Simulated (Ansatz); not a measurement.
Ge₅P: relaxation step by step

The guess for Ge₅P was made by a generator: random cell by space group and Wyckoff sites (I4/mmm, No. 139). Lengths were set from tabulated atomic sizes, so they are only a guess.

```
Ge P
1.0
    -3.09609    3.09609    3.40699
     3.09609   -3.09609    3.40699
     3.09609    3.09609   -3.40699
Ge P
5 1
Direct
  0.73652 0.73652 0.47304
  0.26348 0.26348 0.52696
  0.73652 0.26348 0.00000
  0.26348 0.73652 0.00000
  0.50000 0.50000 0.00000
  0.00000 0.00000 0.00000
```

Method: DFT PBE, scalar-relativistic, plane waves, PAW in Ansatz 0.2.0. Cutoff 420 eV, Gaussian smearing, Γ-centred meshes. Cell and atoms relax first on a coarse mesh and then on a finer one. In between, the cell is made exact in the group found at 0.06 Å. In metals the finer mesh still leaves noise of several meV/atom or more. The steps can't lower the symmetry of their start. No spin polarisation.

Steps on the 4×4×4 mesh (6 atoms, 15 steps). The free energy counts from the last step; the plane-wave basis is renewed at times, which shifts energy and pressure.

```csv
step,ΔF (meV/atom),V (Å³/atom),P (GPa),largest force component (eV/Å)
1,1077.0,21.77,23.48,3.894
2,516.0,23.88,8.22,0.877
3,358.0,24.12,3.79,0.313
4,223.4,23.99,1.39,0.147
5,97.4,23.49,-0.24,0.001
6,25.8,22.68,0.04,0.128
7,23.8,22.60,-0.28,0.156
8,17.0,22.37,0.37,0.017
9,22.7,22.47,0.55,0.160
10,14.4,22.66,-0.43,0.006
11,14.1,22.47,0.09,0.010
12,2.4,22.47,1.00,0.011
13,0.3,22.83,0.29,0.001
14,0.1,23.00,0.02,0.004
15,0.0,23.00,0.01,0.004
```

The relaxed structure, after a last relaxation on the converged mesh:

```
Ge P
1.0
    -3.65299    3.65299    2.60057
     3.65299   -3.65299    2.60057
     3.65299    3.65299   -2.60057
Ge P
5 1
Direct
  0.75669 0.75669 0.51337
  0.24331 0.24331 0.48663
  0.75669 0.24331 0.00000
  0.24331 0.75669 0.00000
  0.50000 0.50000 0.00000
  0.00000 0.00000 0.00000
```

The symmetry stays I4/mmm (No. 139). The volume per atom grows by 6.3 %, from 21.8 to 23.1 Å³. The shortest distance goes from 2.07 Å (Ge–Ge) to 2.51 Å (Ge–P). The ratio c/a of the conventional cell changes by a factor of 0.65. The energy falls by about 1.1 eV/atom (the start's value is from the coarse mesh). Around Ge on a site of symmetry m2m lie 1 P at 2.51 Å and 3 Ge at 2.60–2.65 Å; around Ge on a site of symmetry 4/mmm lie 2 P at 2.60 Å and 4 Ge at 2.65 Å; P has 6 Ge at 2.51–2.60 Å.

| Property | Result |
| --- | --- |
| Volume per atom | 23.14 Å³ |
| Density | 4.71 g/cm³ |
| Energy over the elements | +0.47 eV/atom |
| Gap on the 10×10×10 mesh of the 6-atom cell | 0 eV (a metal) |

Energies over the elements count from the elements' standard structures at the same level, with no fitted energy shifts. The references include black phosphorus.

The last run used Gaussian smearing of 0.10 eV. The cell is a metal run without spin; a magnetic state may lie lower. The reference form of P is held partly by dispersion forces, which this level lacks. Symmetry constrained the relaxation, so the result can be a saddle point. In all, the 3 runs took 9.6 min on 1 thread of Intel(R) Xeon(R) Processor @ 2.50GHz (Skylake/Cascade Lake), on a shared host. Another cell of Ge5P relaxed alike, in P-6m2, lies 199 meV/atom lower, so this cell isn't the stable form at this level.
